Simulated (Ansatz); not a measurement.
**TiC: pressure against volume**

A database entry relaxed whole under r2SCAN (Fm-3m):

```
Ti C
1.0
     0.00000    2.16426    2.16426
     2.16426    0.00000    2.16426
     2.16426    2.16426    0.00000
Ti C
1 1
Direct
  0.00000 0.00000 0.00000
  0.50000 0.50000 0.50000
```

The cell was scaled uniformly, its shape held, and the atoms relaxed at each volume with plane-wave PAW DFT (Ansatz 0.2.0; r2SCAN, 500 eV, 13×13×13 Γ-centred mesh, fermi-dirac occupations of width 0.100 eV; no spin, no spin-orbit coupling). One row is withheld.

```
volume (Å³/atom)  energy over the lowest (meV/atom)  pressure (GPa)
           9.529                               33.0           18.35
           9.732                               14.2           11.62
           9.935                                3.4            5.52
          10.137                                0.0            0.00
          10.340                                  ?               ?
          10.543                               12.5           -9.52
          10.746                               27.2          -13.61
```

Question: Fit the pressures of the other rows to the third-order Birch-Murnaghan form.

Answer: With f = [(V₀/V)^(2/3) − 1]/2 and P = 3B₀f(1 + 2f)^(5/2)[1 + 3(B₀′ − 4)f/2], least squares gives V₀ = 10.14 Å³ an atom, B₀ = 262 GPa and B₀′ = 4.0; the rows miss the fit by less than 0.01 GPa. The slope of the energies differs from these pressures by less than 0.05 GPa.

Question: What does the withheld row hold?

Answer: The fit gives -4.99 GPa at 10.340 Å³; the run gave -4.99 GPa and 3.2 meV an atom.

Caveats: the shape of the cell was held; 0 K, fixed nuclei; the symmetry was kept, and this need not be the phase that is stable at 0 K; one mesh for all volumes; pressure is positive in compression.
